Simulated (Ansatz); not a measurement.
Ti3AlN: computed property card

Ti3AlN:
```cif
data_AlNTi3
_chemical_formula_sum 'Ti3 Al1 N1'
_space_group_name_H-M_alt 'Pm-3m'
_space_group_IT_number 221
_space_group_name_Hall '-P 4 2 3'
_cell_length_a 4.05044
_cell_length_b 4.05044
_cell_length_c 4.05044
_cell_angle_alpha 90.000
_cell_angle_beta 90.000
_cell_angle_gamma 90.000
loop_
_atom_site_label
_atom_site_type_symbol
_atom_site_symmetry_multiplicity
_atom_site_Wyckoff_symbol
_atom_site_fract_x
_atom_site_fract_y
_atom_site_fract_z
_atom_site_occupancy
Ti1 Ti 3 c 0.00000 0.50000 0.50000 1
Al1 Al 1 a 0.00000 0.00000 0.00000 1
N1 N 1 b 0.50000 0.50000 0.50000 1
```

Space group Pm-3m (No. 221), anti-perovskite; conventional cell a = b = c = 4.0504 Å, α = β = γ = 90.00°.

Method: plane-wave PAW LDA (Ansatz code). Geometry: relaxed at this level of theory. Other levels are named where they apply.

Cell and energy:

```
Quantity                                                      Result
-----------------------------------------------------  -------------
Volume per atom                                             13.29 Å³
Density                                                   4.61 g/cm³
Formation energy from the elements (no fitted shifts)  -1.12 eV/atom
```

Electronic structure:

```
Quantity                                                                     Value
------------------------------------  --------------------------------------------
Electronic character                                             metallic (no gap)
Density of states at the Fermi level  0.63 states/eV per atom (mean over ±0.08 eV)
```

Mechanics:

```
Quantity                                                                      Result
--------------------------------------------  --------------------------------------
Bulk modulus (Birch–Murnaghan fit)                                         1850 kbar
Pressure derivative B′                                                           4.1
Elastic constants (relaxed ions, GPa)               C11 = 250, C12 = 152, C44 = 60.9
Mechanical stability                          stable (all eigenvalues of C positive)
Hill bulk and shear moduli                                          185 and 55.8 GPa
Young's modulus                                                              152 GPa
Poisson's ratio                                                                 0.36
Debye temperature from the elastic constants                                   492 K
```

Phonons:

```
Quantity                                       Result
-----------------------------  ----------------------
Highest zone-centre frequency               680 cm^-1
Zone-centre stability          no imaginary mode at Γ
```

The first step of the workflow began from a Materials Project structure, measured or hypothetical; the Crystallography Open Database copy checked does not list it. Its standing as an ambient phase is unchecked. The LDA relaxation kept the symmetry of its start. The run is not spin-polarised. As this level gives no gap, shear constants depend on the k-mesh and smearing (Fermi–Dirac, 0.1 eV here). As this level gives no gap, phonon frequencies hold no LO–TO term and depend on the k-mesh and smearing (Fermi–Dirac, 0.1 eV here). The references are the lowest solids computed at this level, not always the standard phases (solids in place of the gases).

Potentials: the later of the program's two PAW sets.
